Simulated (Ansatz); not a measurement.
# Al2Ge2Os, a known structure type with other elements, at an estimated volume

```xyz
5
Lattice="4.0186 0.0000 0.0000 -2.0093 3.4802 0.0000 0.0000 0.0000 6.9064" Properties=species:S:1:pos:R:3 pbc="T T T"
Os    0.0000    0.0000    0.0000
Al   -0.0002    2.3203    4.3462
Al    2.0095    1.1600    2.5602
Ge   -0.0002    2.3203    1.8107
Ge    2.0095    1.1600    5.0958
```

Level: PBE, no spin polarisation; 420 eV; 10×10×5 Γ-centred mesh; cold occupations (width 0.2474 eV); Ansatz 0.2.0, fixed geometry.

Question: Which element gives electrons and which takes them?

Answer: Bader charges in e: Al +1.70, Ge -1.61, Os -0.19. In the mean Al gives up most and Ge takes most.

Question: Is it stable against the elements?

Answer: 0.86 eV an atom against the elements' usual phases (free molecules for gases, crystals otherwise, with no correction for O₂ or N₂), so at this geometry it isn't bound against them. Relaxing would lower it.

Question: Is there a gap?

Answer: It is a metal, with about 6.1 states/eV a cell as the mean within 0.25 eV of the Fermi level, mostly Os d (73 %).

Question: Which atom feels the largest force, and which way?

Answer: The largest is on Ge4 (and as large on other atoms): 2.89 eV/Å, components (0.00, 0.00, -2.89). It makes 108° with the line to a nearest neighbour, Al3 at 2.44 Å.

Origin: a known structure type with other elements, at an estimated volume, so it need not be a known compound. Caveats: many states at the Fermi level without spin polarisation, so a magnetic state may lie lower; atoms or cell far from equilibrium; wide smearing.
